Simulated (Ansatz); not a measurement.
Level of theory: DFT PBE, scalar-relativistic, plane waves, PAW (Ansatz). All cells share a 420 eV cutoff and Γ-centred k meshes spaced at most about 0.3 Å⁻¹ (about 0.25 or finer for metals, 2π included). No spin polarisation in the final relaxations.

Temperature and zero-point effects are left out. All come from trial cells, and lower structures may exist.

Question: These unrelaxed guesses for Sb2P3H are each relaxed within their symmetry. Order them by the energy at which they end, lowest first.
1.

Space group P-4m2 (No. 115). a = 3.774 Å, b = 3.774 Å, c = 9.393 Å, α = 90.00°, β = 90.00°, γ = 90.00°
| atom | site | symmetry | x | y | z |
| --- | --- | --- | --- | --- | --- |
| Sb | 2f | 2mm. | 0.5000 | 0.5000 | 0.1864 |
| H | 1c | -4m2 | 0.5000 | 0.5000 | 0.5000 |
| P | 2g | 2mm. | 0.0000 | 0.5000 | 0.1636 |
| P | 1a | -4m2 | 0.0000 | 0.0000 | 0.0000 |

2.

Space group P4/mmm (No. 123). a = 5.397 Å, b = 5.397 Å, c = 5.408 Å, α = 90.00°, β = 90.00°, γ = 90.00°
| atom | site | symmetry | x | y | z |
| --- | --- | --- | --- | --- | --- |
| Sb | 2f | mmm. | 0.0000 | 0.5000 | 0.0000 |
| H | 1d | 4/mmm | 0.5000 | 0.5000 | 0.5000 |
| P | 2h | 4mm | 0.5000 | 0.5000 | 0.2958 |
| P | 1a | 4/mmm | 0.0000 | 0.0000 | 0.0000 |

3.

Space group P-3m1 (No. 164). a = 4.661 Å, b = 4.661 Å, c = 7.392 Å, α = 90.00°, β = 90.00°, γ = 120.00°
```csv
atom,site,symmetry,x,y,z
Sb,2d,3m.,0.3333,0.6667,0.2493
H,1a,-3m.,0.0000,0.0000,0.0000
P,2d,3m.,0.3333,0.6667,0.6510
P,1b,-3m.,0.0000,0.0000,0.5000
```

4.

Space group P6/mmm (No. 191). a = 4.848 Å, b = 4.848 Å, c = 7.238 Å, α = 90.00°, β = 90.00°, γ = 120.00°
```json
{"atom": "Sb", "site": "2c", "symmetry": "-6m2", "x": "0.3333", "y": "0.6667", "z": "0.0000"}
{"atom": "H", "site": "1b", "symmetry": "6/mmm", "x": "0.0000", "y": "0.0000", "z": "0.5000"}
{"atom": "P", "site": "3g", "symmetry": "mmm", "x": "0.5000", "y": "0.0000", "z": "0.5000"}
```

Answer: 1 (ends in P-4m2, 0 meV/atom), 3 (ends in P-3m1, 81 meV/atom), 2 (ends in P4/mmm, 192 meV/atom), 4 (ends in P6/mmm, 0.47 eV/atom). Even the lowest end lies +0.29 eV/atom against the elements.

No dispersion correction is applied, so the spacing and binding between layers, chains or molecules are poorly described (P-4m2), and this can change margins and order among such cells. These runs have no spin–orbit coupling, which can matter for Sb. With hydrogen, zero-point motion can shift such differences by 10 meV/atom or more. Cells relaxed within their symmetry can be saddle points. Some structure types and database cells were kept out of the candidates from the start, so a known form may be missing.
